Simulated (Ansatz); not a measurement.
Zn3GaNO3:
```xyz
8
Lattice="3.2534 0.0000 0.0000 -1.6267 2.8176 0.0000 0.0000 0.0000 10.3691" Properties=species:S:1:pos:R:3 pbc="T T T"
Ga     0.0000     1.8784     0.1317
N      0.0000     1.8784     1.9571
Zn     1.6267     0.9392     2.5493
O      1.6267     0.9392     4.6093
Zn     0.0000     1.8784     5.0992
O      0.0000     1.8784     7.1666
Zn     1.6267     0.9392     7.6376
O      1.6267     0.9392     9.7303
```

Relaxed with PBEsol.

Problem. Decompose the optical modes at the zone centre into irreducible representations, and say which are infrared and Raman allowed.

Solution. Point group 3m: Γ_opt = 7A1 + 7E. Infrared: A1, E. Raman: A1, E.

Problem. Assign frequencies (DFPT, the program Ansatz at the PBEsol level (PAW)).

Solution. E 68, E 76, E 96, A1 158, A1 177, A1 239, E 310, A1 317, E 447, A1 448, E 461, E 467, A1 484, A1 701 cm⁻¹.

Space group P3m1. The start of the workflow was typed in or built on a structure type; neither database checked (COD, Materials Project) lists it. Its standing as an ambient phase is unchecked. The PBEsol relaxation kept the symmetry of its start; its stability against distortions is not shown here. As this level gives no gap, phonon frequencies hold no LO–TO term and depend on the k-mesh and smearing (Fermi–Dirac, 0.1 eV here).

Potentials: the earlier of the program's two PAW sets. The files were generated under PBE; for other functionals the program regenerates the frozen cores, and for LDA and PBEsol the local potential too.
